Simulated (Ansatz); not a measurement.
Data:

SrZn2Ge2:
```yaml
crystal:
  lattice:
    - [-2.19475, 2.19475, 5.25569]
    - [2.19475, -2.19475, 5.25569]
    - [2.19475, 2.19475, -5.25569]
  atoms:
    - { symbol: Sr, position: [0.00000, 0.00000, 0.00000] }
    - { symbol: Zn, position: [0.25000, 0.75000, 0.50000] }
    - { symbol: Zn, position: [0.75000, 0.25000, 0.50000] }
    - { symbol: Ge, position: [0.62048, 0.62048, 0.00000] }
    - { symbol: Ge, position: [0.37952, 0.37952, 0.00000] }
```

This is the r²SCAN-relaxed structure.

Problem. All from r²SCAN in the plane-wave PAW code Ansatz, unless another level is named. Estimate the electronic character.

Solution. metallic (no gap).

Problem. And the formation energy from the elements (no fitted shifts)?

Solution. -0.42 eV/atom.

Problem. What about the density of states at the Fermi level?

Solution. 0.16 states/eV per atom (mean over ±0.08 eV).

Space group I4/mmm. The first step of the workflow began from a Materials Project structure, measured or hypothetical; the Crystallography Open Database copy checked does not list it. Its standing as an ambient phase is unchecked. The cell was relaxed with r²SCAN under the symmetry of its start; whether a distortion lowers the energy is not shown. The references are the lowest solids computed at this level, not always the standard phases. Spin–orbit coupling is left out wherever it is not named.

Potentials: the later of the program's two PAW sets.
